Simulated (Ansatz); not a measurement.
Input, command and steps of an Ansatz relaxation.

```yaml
crystal:
  lattice:
    - [5.044193114, 0.0, 0.0]
    - [0.0, 5.044193114, 0.0]
    - [0.0, 0.0, 3.2489698355]
  atoms:
    - { symbol: Mn, position: [0.306, 0.306, 0.0], spin: 2.28 }
    - { symbol: Mn, position: [0.194, 0.806, 0.5], spin: 2.28 }
    - { symbol: Mn, position: [0.694, 0.694, 0.0], spin: 2.28 }
    - { symbol: Mn, position: [0.806, 0.194, 0.5], spin: 2.28 }
    - { symbol: Rh, position: [0.0, 0.0, 0.0] }
    - { symbol: Rh, position: [0.5, 0.5, 0.5] }
basis:
  ecutwfc: 420
kpoints:
  mp_grid: { grid: [4, 4, 6] }
hamiltonian:
  xc: pbe
scf:
  occupations: { method: gaussian, width: 0.1 }
  lower_state_search: "off"
output:
  forces: true
  stress: true
  eigenvalues: true
  populations: true
magnetization:
  spin_polarized: true
relax:
  adjacent_minimum: "off"
  f_tol: 0.04
  max_steps: 70
  cell: { stress_tol: 0.4 }
```

```bash
ansatz run input.yaml --threads 1 --pin off --max-ram 2560MiB --backend cpu --events-out ev --progress --plain --runs-dir out
```

Method: Ansatz, DFT PBE, scalar-relativistic, plane waves, PAW.

Of 12 frames 10 are shown, positions in Å and forces in eV/Å; the SCF threshold varies from step to step. Steps run on the plane waves of an earlier cell, with a Pulay correction in the pressure. The basis is chosen afresh for the last frame, the zero of the energies, and at times for earlier ones too; energy and pressure step there, also at an unchanged geometry. Here that happened at step 7 (-32 meV/atom, 3.0 GPa); the frames before carry an error of that size.

```xyz
6
Lattice="5.0442 0.0000 0.0000 0.0000 5.0442 0.0000 0.0000 0.0000 3.2490" Properties=species:S:1:pos:R:3:forces:R:3 pbc="T T T" step=1 free_energy_over_end_meV_per_atom=1087.85 pressure_GPa=61.04
Mn    1.5435    1.5435    0.0000   -1.8469   -1.8469    0.0000
Mn    0.9786    4.0656    1.6245    1.8469   -1.8469    0.0000
Mn    3.5007    3.5007    0.0000    1.8469    1.8469    0.0000
Mn    4.0656    0.9786    1.6245   -1.8469    1.8469    0.0000
Rh    0.0000    0.0000    0.0000    0.0000    0.0000    0.0000
Rh    2.5221    2.5221    1.6245    0.0000    0.0000    0.0000
6
Lattice="5.2374 0.0000 0.0000 0.0000 5.2374 0.0000 0.0000 0.0000 3.4073" Properties=species:S:1:pos:R:3:forces:R:3 pbc="T T T" step=2 free_energy_over_end_meV_per_atom=481.09 pressure_GPa=36.93
Mn    1.5818    1.5818    0.0000   -0.5295   -0.5295    0.0000
Mn    1.0369    4.2005    1.7037    0.5295   -0.5295    0.0000
Mn    3.6556    3.6556    0.0000    0.5295    0.5295    0.0000
Mn    4.2005    1.0369    1.7037   -0.5295    0.5295    0.0000
Rh    0.0000    0.0000    0.0000    0.0000    0.0000    0.0000
Rh    2.6187    2.6187    1.7037    0.0000    0.0000    0.0000
6
Lattice="5.4650 0.0000 0.0000 0.0000 5.4650 0.0000 0.0000 0.0000 3.5674" Properties=species:S:1:pos:R:3:forces:R:3 pbc="T T T" step=3 free_energy_over_end_meV_per_atom=139.63 pressure_GPa=14.87
Mn    1.6527    1.6527    0.0000   -0.3169   -0.3169    0.0000
Mn    1.0798    4.3852    1.7837    0.3169   -0.3169    0.0000
Mn    3.8123    3.8123    0.0000    0.3169    0.3169    0.0000
Mn    4.3852    1.0798    1.7837   -0.3169    0.3169    0.0000
Rh    0.0000    0.0000    0.0000    0.0000    0.0000    0.0000
Rh    2.7325    2.7325    1.7837    0.0000    0.0000    0.0000
6
Lattice="5.6767 0.0000 0.0000 0.0000 5.6767 0.0000 0.0000 0.0000 3.6978" Properties=species:S:1:pos:R:3:forces:R:3 pbc="T T T" step=5 free_energy_over_end_meV_per_atom=46.51 pressure_GPa=0.08
Mn    1.7071    1.7071    0.0000   -0.0286   -0.0286    0.0000
Mn    1.1313    4.5454    1.8489    0.0286   -0.0286    0.0000
Mn    3.9697    3.9697    0.0000    0.0286    0.0286    0.0000
Mn    4.5454    1.1313    1.8489   -0.0286    0.0286    0.0000
Rh    0.0000    0.0000    0.0000    0.0000    0.0000    0.0000
Rh    2.8384    2.8384    1.8489    0.0000    0.0000    0.0000
6
Lattice="5.6496 0.0000 0.0000 0.0000 5.6496 0.0000 0.0000 0.0000 3.7331" Properties=species:S:1:pos:R:3:forces:R:3 pbc="T T T" step=6 free_energy_over_end_meV_per_atom=46.13 pressure_GPa=-0.02
Mn    1.7043    1.7043    0.0000   -0.0021   -0.0021    0.0000
Mn    1.1205    4.5291    1.8665    0.0021   -0.0021    0.0000
Mn    3.9453    3.9453    0.0000    0.0021    0.0021    0.0000
Mn    4.5291    1.1205    1.8665   -0.0021    0.0021    0.0000
Rh    0.0000    0.0000    0.0000    0.0000    0.0000    0.0000
Rh    2.8248    2.8248    1.8665    0.0000    0.0000    0.0000
6
Lattice="5.6496 0.0000 0.0000 0.0000 5.6496 0.0000 0.0000 0.0000 3.7331" Properties=species:S:1:pos:R:3:forces:R:3 pbc="T T T" step=7 free_energy_over_end_meV_per_atom=13.82 pressure_GPa=3.01
Mn    1.7043    1.7043    0.0000    0.0020    0.0020    0.0000
Mn    1.1205    4.5291    1.8665   -0.0020    0.0020    0.0000
Mn    3.9453    3.9453    0.0000   -0.0020   -0.0020    0.0000
Mn    4.5291    1.1205    1.8665    0.0020   -0.0020    0.0000
Rh    0.0000    0.0000    0.0000    0.0000    0.0000    0.0000
Rh    2.8248    2.8248    1.8665    0.0000    0.0000    0.0000
6
Lattice="5.6587 0.0000 0.0000 0.0000 5.6587 0.0000 0.0000 0.0000 3.8228" Properties=species:S:1:pos:R:3:forces:R:3 pbc="T T T" step=8 free_energy_over_end_meV_per_atom=5.53 pressure_GPa=0.80
Mn    1.7207    1.7207    0.0000    0.0167    0.0167    0.0000
Mn    1.1087    4.5501    1.9114   -0.0167    0.0167    0.0000
Mn    3.9381    3.9381    0.0000   -0.0167   -0.0167    0.0000
Mn    4.5501    1.1087    1.9114    0.0167   -0.0167    0.0000
Rh    0.0000    0.0000    0.0000    0.0000    0.0000    0.0000
Rh    2.8294    2.8294    1.9114    0.0000    0.0000    0.0000
6
Lattice="5.5454 0.0000 0.0000 0.0000 5.5454 0.0000 0.0000 0.0000 4.0266" Properties=species:S:1:pos:R:3:forces:R:3 pbc="T T T" step=10 free_energy_over_end_meV_per_atom=0.86 pressure_GPa=-0.51
Mn    1.7267    1.7267    0.0000   -0.0047   -0.0047    0.0000
Mn    1.0460    4.4994    2.0133    0.0047   -0.0047    0.0000
Mn    3.8187    3.8187    0.0000    0.0047    0.0047    0.0000
Mn    4.4994    1.0460    2.0133   -0.0047    0.0047    0.0000
Rh    0.0000    0.0000    0.0000    0.0000    0.0000    0.0000
Rh    2.7727    2.7727    2.0133    0.0000    0.0000    0.0000
6
Lattice="5.5193 0.0000 0.0000 0.0000 5.5193 0.0000 0.0000 0.0000 4.0308" Properties=species:S:1:pos:R:3:forces:R:3 pbc="T T T" step=11 free_energy_over_end_meV_per_atom=0.45 pressure_GPa=0.01
Mn    1.7206    1.7206    0.0000   -0.0004   -0.0004    0.0000
Mn    1.0390    4.4802    2.0154    0.0004   -0.0004    0.0000
Mn    3.7987    3.7987    0.0000    0.0004    0.0004    0.0000
Mn    4.4802    1.0390    2.0154   -0.0004    0.0004    0.0000
Rh    0.0000    0.0000    0.0000    0.0000    0.0000    0.0000
Rh    2.7596    2.7596    2.0154    0.0000    0.0000    0.0000
6
Lattice="5.5193 0.0000 0.0000 0.0000 5.5193 0.0000 0.0000 0.0000 4.0308" Properties=species:S:1:pos:R:3:forces:R:3 pbc="T T T" step=12 free_energy_over_end_meV_per_atom=0.00 pressure_GPa=0.03
Mn    1.7206    1.7206    0.0000   -0.0001   -0.0001    0.0000
Mn    1.0390    4.4802    2.0154    0.0001   -0.0001    0.0000
Mn    3.7987    3.7987    0.0000    0.0001    0.0001    0.0000
Mn    4.4802    1.0390    2.0154   -0.0001    0.0001    0.0000
Rh    0.0000    0.0000    0.0000    0.0000    0.0000    0.0000
Rh    2.7596    2.7596    2.0154    0.0000    0.0000    0.0000
```

The start puts this composition into another compound's structure type, which needn't suit it. The cell swells from 13.8 to 20.5 Å³ an atom, so the end can be far from any stable crystal. At the end the space group is P4_2/mnm (tolerance 0.05 Å).

It took 4.7 min on 1 thread of Arm Neoverse V1 (shared host), peak memory 0.58 GiB.

The k mesh is coarse. Only parallel moments were tried here.